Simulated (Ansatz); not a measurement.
TiO2:
```xyz
9
Lattice="5.5532 0.0000 0.0000 -2.7766 4.8092 0.0000 0.0000 0.0000 6.0498" Properties=species:S:1:pos:R:3 pbc="T T T"
Ti     1.4851     2.5722     0.0000
Ti     2.5831     0.0000     2.0166
Ti    -1.2915     2.2370     4.0332
O      1.5649     1.3150     1.3011
O      3.6319     0.6977     3.3177
O      3.1330     2.7964     5.3343
O      0.3564     2.0128     4.7487
O     -1.2117     3.4942     2.7321
O      0.8553     4.1115     0.7155
```

Relaxed with r²SCAN.

Task: Give the optical modes at the zone centre with their infrared activity from DFPT, r²SCAN in the plane-wave PAW code Ansatz.

Result: Transverse frequencies, without the LO–TO term; a row sums one degenerate level.

| ω (cm⁻¹) | degeneracy | IR ((D/Å)²/amu) | activity | symmetry |
|---|---|---|---|---|
| 84 | 2 | 0.00 | IR-inactive | E |
| 149 | 1 | 0.00 | IR-inactive | A1 |
| 177 | 2 | 0.01 | IR-inactive | E |
| 231 | 1 | 0.00 | IR-inactive | A1 |
| 235 | 1 | 0.77 | IR | A2 |
| 243 | 2 | 1.17 | IR | E |
| 309 | 2 | 2.26 | IR | E |
| 312 | 1 | 1.37 | IR | A2 |
| 374 | 1 | 0.00 | IR-inactive | A1 |
| 501 | 2 | 0.05 | IR | E |
| 543 | 1 | 1.66 | IR | A2 |
| 572 | 2 | 4.74 | IR | E |
| 643 | 1 | 137.69 | IR | A2 |
| 655 | 2 | 252.60 | IR | E |
| 665 | 1 | 0.00 | IR-inactive | A1 |
| 960 | 2 | 1.12 | IR | E |

Task: How high does the top mode go among those that the LO–TO term moves?

Result: 976 cm⁻¹ for q along x, 976 cm⁻¹ for q along y, 963 cm⁻¹ for q along z.

Space group P3_121. The workflow started from a Materials Project entry (that database holds measured and hypothetical structures alike); the Crystallography Open Database files this formula in space group No. 152, but the cells were not matched. It is not the phase usual at ambient conditions (space group No. 61, 136, 141). Symmetry was held in the r²SCAN relaxation. At this level the phase is dynamically unstable (imaginary phonons). The run is not spin-polarised.

Potentials: the earlier of the program's two PAW sets.
